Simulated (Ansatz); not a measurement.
Relaxation of a relaxed NbAs cell displaced along its unstable phonon at q = Γ (192i cm⁻¹), largest move 0.15 Å; 4 atoms in the cell, which starts as I4₁md (No. 109), tI8; a = 3.6697 Å, b = 3.6697 Å, c = 10.5172 Å, α = 90.00°, β = 90.00°, γ = 90.00°. Method: PBE (plane waves to 420 eV, PAW, scalar-relativistic; Ansatz, a first-principles code). Γ-centred k-mesh 12×12×12 on the run's cell (coarser than for final values), Fermi–Dirac smearing 0.05 eV. This is the first round of the run. 

The optimiser's lines from the output (shortened; P is positive under compression):

```
relax step   1: F+E_penalty+E_count = -18817.94098175 eV  Δ(F+E_penalty+E_count) = +0.000e0 eV  max|allowed force component| = 1.223e0 eV/Å  Δτ_max = 0.0000 Å  P = -1.071 GPa  Ω = 70.815 Å³  (7 SCF iters, dr2 threshold 1.00e-7 eV, accepted)
relax step   2: F+E_penalty+E_count = -18819.16690691 eV  Δ(F+E_penalty+E_count) = -1.226e0 eV  max|allowed force component| = 9.774e-1 eV/Å  Δτ_max = 0.1960 Å  P = -1.589 GPa  Ω = 70.634 Å³  (7 SCF iters, dr2 threshold 4.00e-7 eV, accepted)
relax step   3: F+E_penalty+E_count = -18818.89110926 eV  Δ(F+E_penalty+E_count) = +2.758e-1 eV  max|allowed force component| = 2.976e0 eV/Å  Δτ_max = 0.1949 Å  P = +7.752 GPa  Ω = 69.376 Å³  (7 SCF iters, dr2 threshold 4.00e-7 eV, rejected (line search))
relax step   4: F+E_penalty+E_count = -18819.40496230 eV  Δ(F+E_penalty+E_count) = -2.381e-1 eV  max|allowed force component| = 6.508e-1 eV/Å  Δτ_max = 0.0381 Å  P = -1.181 GPa  Ω = 70.700 Å³  (10 SCF iters, accepted)
relax step   5: F+E_penalty+E_count = -18819.55870267 eV  Δ(F+E_penalty+E_count) = -1.537e-1 eV  max|allowed force component| = 9.747e-2 eV/Å  Δτ_max = 0.0512 Å  P = +0.840 GPa  Ω = 70.219 Å³  (6 SCF iters, dr2 threshold 4.00e-7 eV, accepted)
relax step   6: F+E_penalty+E_count = -18819.60218153 eV  Δ(F+E_penalty+E_count) = -4.348e-2 eV  max|allowed force component| = 2.145e-2 eV/Å  Δτ_max = 0.0074 Å  P = +0.478 GPa  Ω = 70.593 Å³  (6 SCF iters, dr2 threshold 4.00e-7 eV, accepted)
relax step   7: F+E_penalty+E_count = -18819.60386835 eV  Δ(F+E_penalty+E_count) = -1.687e-3 eV  max|allowed force component| = 3.033e-3 eV/Å  Δτ_max = 0.0012 Å  P = +0.051 GPa  Ω = 70.828 Å³  (6 SCF iters, dr2 threshold 4.00e-7 eV, accepted)
relax step   8: F+E_penalty+E_count = -18819.60387311 eV  Δ(F+E_penalty+E_count) = -4.767e-6 eV  max|allowed force component| = 1.084e-4 eV/Å  Δτ_max = 0.0003 Å  P = +0.001 GPa  Ω = 70.854 Å³  (6 SCF iters, dr2 threshold 1.63e-8 eV, accepted)
relax step   9: F+E_penalty+E_count = -18819.60588182 eV  Δ(F+E_penalty+E_count) = -2.009e-3 eV  max|allowed force component| = 4.009e-4 eV/Å  Δτ_max = 0.0000 Å  P = +0.059 GPa  Ω = 70.854 Å³  stress off target by 1.71e-1 GPa  SCF on the basis re-selected at this cell (its energy is not comparable with the rows above)  (6 SCF iters)
relax step  10: F+E_penalty+E_count = -18819.60591732 eV  Δ(F+E_penalty+E_count) = -3.550e-5 eV  max|allowed force component| = 1.906e-6 eV/Å  Δτ_max = 0.0004 Å  P = +0.004 GPa  Ω = 70.888 Å³  (6 SCF iters, dr2 threshold 7.33e-8 eV, accepted)
relax step  11: F+E_penalty+E_count = -18819.60592145 eV  Δ(F+E_penalty+E_count) = -4.132e-6 eV  max|allowed force component| = 2.267e-6 eV/Å  Δτ_max = 0.0000 Å  P = +0.004 GPa  Ω = 70.888 Å³  stress off target by 1.11e-2 GPa  SCF on the basis re-selected at this cell (its energy is not comparable with the rows above)  (8 SCF iters)
```

From the first to the last row the energy changes by -0.42 eV/atom and the volume by +0.1 %. The last row is marked as not comparable with the walk above it, whose basis was carried along; it does compare with step 1, since both stand on a basis selected at the nominal cutoff for their own cell.

Step 3 was rejected by the optimiser.

Later rounds, restarted from the end of this one on a renewed k-mesh, logged 4 more steps and released under 0.01 eV/atom more. The final structure after all rounds: I4₁md (No. 109), tI8; a = b = 3.474 Å, c = 11.749 Å, α = β = γ = 90.00°. Between re-selections the logged energies stand on a plane-wave basis carried along with the cell. No spin polarisation in the result.

The run could not lose the symmetry of its start.

Of the parent cell (I4₁/amd (No. 141)): it is a generated cell of NbAs: the first start was made by placing the elements on the sites of a structure type, and the end was not matched to a known phase here, so it may be hypothetical.

The first start was generated by placing the elements on the sites of a structure type. A measured structure of NbAs has the same space group, I4₁md (No. 109); the sites were not compared with it.
